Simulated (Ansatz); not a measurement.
CuSn:
```
CELL_PARAMETERS angstrom
      4.07368     0.00000     0.00000
     -2.03684     3.52791     0.00000
      0.00000     0.00000     4.92189
ATOMIC_POSITIONS crystal
  Cu 0.00000 0.00000 0.00000
  Cu 0.00000 0.00000 0.50000
  Sn 0.33333 0.66667 0.25000
  Sn 0.66667 0.33333 0.75000
```

Relaxed with LDA.

Problem. Which orbitals make up the states near the Fermi level in DFT-LDA in the program Ansatz with PAW potentials?

Solution. Within 0.5 eV of the Fermi level: Sn 5p 61 %, Sn 5s 14 %, Cu 3d 14 %, outside the projected shells 6 %. Projections are on Löwdin-orthogonalised atomic valence shells; empty p or d shells of many metals are not among them.

Problem. Tabulate the density of states.

Solution. States/eV per cell of 4 atoms, in 0.25 eV bins, energy from the Fermi level.

```csv
E (eV),total,Cu 3d,Sn 5p,Sn 5s
-7.85,2.05,0.27,0.27,1.32
-7.60,1.63,0.26,0.19,1.07
-7.35,0.90,0.16,0.11,0.56
-7.10,0.61,0.13,0.07,0.38
-6.85,0.44,0.10,0.04,0.27
-6.60,0.30,0.07,0.03,0.18
-6.35,0.28,0.05,0.06,0.12
-6.10,0.29,0.06,0.09,0.07
-5.85,1.17,0.31,0.50,0.12
-5.60,1.67,0.56,0.66,0.17
-5.35,1.52,0.52,0.66,0.12
-5.10,2.14,0.92,0.88,0.12
-4.85,3.69,2.22,1.12,0.13
-4.60,8.58,7.00,1.26,0.10
-4.35,5.33,4.47,0.64,0.04
-4.10,9.81,8.45,1.01,0.08
-3.85,10.05,9.09,0.70,0.09
-3.60,18.95,17.87,0.55,0.15
-3.35,9.04,8.14,0.45,0.18
-3.10,8.79,8.09,0.37,0.19
-2.85,4.32,3.35,0.54,0.30
-2.60,1.81,0.99,0.50,0.19
-2.35,1.79,0.78,0.71,0.16
-2.10,2.00,0.65,1.02,0.18
-1.85,1.83,0.50,1.02,0.17
-1.60,1.85,0.46,1.09,0.16
-1.35,2.26,0.65,1.28,0.16
-1.10,1.86,0.42,1.14,0.15
-0.85,1.53,0.29,0.97,0.14
-0.60,1.29,0.22,0.80,0.14
-0.35,1.23,0.19,0.75,0.15
-0.10,1.25,0.18,0.76,0.17
0.15,1.26,0.17,0.76,0.19
0.40,1.46,0.18,0.89,0.22
0.65,1.48,0.17,0.92,0.21
0.90,1.30,0.13,0.81,0.18
1.15,1.07,0.10,0.67,0.13
1.40,1.24,0.11,0.78,0.14
1.65,1.62,0.13,1.02,0.18
1.90,1.55,0.11,1.00,0.15
2.15,1.46,0.10,0.96,0.13
2.40,1.19,0.08,0.80,0.10
2.65,1.18,0.07,0.78,0.10
2.90,1.36,0.08,0.86,0.10
3.15,1.60,0.08,0.97,0.09
3.40,1.60,0.07,0.93,0.07
3.65,1.42,0.06,0.83,0.05
3.90,1.50,0.05,0.83,0.04
4.15,1.41,0.04,0.73,0.05
4.40,1.53,0.04,0.70,0.07
4.65,1.83,0.04,0.73,0.09
```

Space group P6_3/mmc (NiAs type). The workflow started from a Materials Project entry (that database holds measured and hypothetical structures alike); the Crystallography Open Database files this formula in space group No. 194, but the cells were not matched. Its standing as an ambient phase is unchecked. The LDA relaxation kept the symmetry of its start; whether a distortion lowers the energy is not shown. The run is not spin-polarised. Scalar-relativistic: spin–orbit coupling is off unless named, which matters more the heavier the elements.

Potentials: the later of the program's two PAW sets.
